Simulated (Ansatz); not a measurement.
SrTl (CsCl type)

```xyz
2
Lattice="3.9488 0.0000 0.0000 0.0000 3.9488 0.0000 0.0000 0.0000 3.9488" Properties=species:S:1:pos:R:3 pbc="T T T"
Sr     0.0000     0.0000     0.0000
Tl     1.9744     1.9744     1.9744
```

The slice is a {210} plane (indices of the conventional cell) through the point (0.000, 0.000, 0.000) (fractional), spanned by u = [100] and v = [021] in vectors of this cell: u (3.95 Å) and v (8.83 Å, at 90° to u). It covers one period; positions are fractions (u, v).

The numbers are results of LDA (plane waves to 420 eV, PAW, scalar-relativistic; Ansatz, a first-principles code), not measurements. k mesh 12×12×12. Near the nuclei the fields are pseudised (PAW); where an atom keeps semicore shells as valence, they peak there. Spin-orbit coupling is left out, though Tl is heavy. SrTl was relaxed with its symmetry unable to fall.

**Question.** Predict the map of the electrostatic potential energy of an electron, from the cell's mean on the slice.

**Answer.** 
```tsv
v \ u	0.00	0.18	0.36	0.55	0.73	0.91
0.92	x	<1.0	6.2	7.7	2.3	x
0.83	4.8	6.3	7.2	7.0	7.1	5.3
0.75	8.6	7.6	<1.0	<1.0	5.1	8.4
0.67	8.1	7.0	<1.0	x	4.1	7.9
0.58	7.1	7.6	6.8	6.0	7.5	7.3
0.50	6.9	8.0	9.3	9.6	8.8	7.2
0.42	7.1	7.6	6.8	6.0	7.5	7.3
0.33	8.1	7.0	<1.0	x	4.1	7.9
0.25	8.6	7.6	<1.0	<1.0	5.1	8.4
0.17	4.8	6.3	7.2	7.0	7.1	5.3
0.08	x	<1.0	6.2	7.7	2.3	x
0.00	x	x	4.0	6.7	<1.0	x
```

Values: electrostatic potential energy of an electron, from the cell's mean, in eV. Points within 1 Å of a nucleus are blanked (x), as the pseudised field means little there. Values under 1 eV are set to 1. The zero, the cell's mean, hangs on the PAW cores.
